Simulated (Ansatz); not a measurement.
The guess for MnInC4N4 was made by a generator: stacked square cyanide-bridged sheets (P4/mmm, No. 123). The dimensions are guesses.

```cif
data_structure
_symmetry_space_group_name_H-M 'P 1'
_symmetry_Int_Tables_number 1
_cell_length_a 7.3617
_cell_length_b 7.3617
_cell_length_c 3.8115
_cell_angle_alpha 90.000
_cell_angle_beta 90.000
_cell_angle_gamma 90.000
_cell_volume 206.56
loop_
_atom_site_label
_atom_site_type_symbol
_atom_site_fract_x
_atom_site_fract_y
_atom_site_fract_z
_atom_site_occupancy
Mn1 Mn 0.00000 0.00000 0.00000 1
In1 In 0.50000 0.50000 0.00000 1
C1 C 0.18615 0.81385 0.00000 1
C2 C 0.81385 0.18615 0.00000 1
C3 C 0.18615 0.18615 0.00000 1
C4 C 0.81385 0.81385 0.00000 1
N1 N 0.29853 0.70147 0.00000 1
N2 N 0.70147 0.29853 0.00000 1
N3 N 0.29853 0.29853 0.00000 1
N4 N 0.70147 0.70147 0.00000 1
```

All numbers below come from DFT PBE, scalar-relativistic, plane waves, PAW (Ansatz). Cutoff 420 eV, Gaussian smearing, Γ-centred meshes. Cell and atoms relax first on a coarse mesh and then on a finer one. In between, the cell is made exact in the group found at 0.06 Å. In metals the finer mesh still leaves noise of several meV/atom or more. The steps can't lower the symmetry of their start. Collinear spin, starting moments Mn 4.0 μB.

A guess keeps its type if space group and coordination stay and the shape of the cell changes little (axis ratios within about 15 %, angles within 6°); the volume may change.

Question: Does this structure survive the relaxation?

Answer: It keeps its type. The symmetry stays P4/mmm (No. 123). The volume per atom shrinks by 2.8 %, from 20.7 to 20.1 Å³. The shortest distance goes from 1.17 Å (C–N) to 1.18 Å (C–N). The ratio c/a of the conventional cell changes by a factor of 0.95. Counting neighbours within 15 % of an atom's shortest distance, the start has C 1, In 4, Mn 4, N 1 and the end C 1, In 4, Mn 4, N 1.

The last run used collinear spin, a 6×6×10 mesh (in the run's order of axes) for its 10-atom cell and Gaussian smearing of 0.10 eV. Weakly bound directions are ill-defined at this level, which has no dispersion term. In such compounds of Mn a zero gap at this level may well be an artefact, since no Hubbard U is applied. The magnetic state reached may not be the lowest. A structure relaxed within its symmetry needn't be a true minimum.
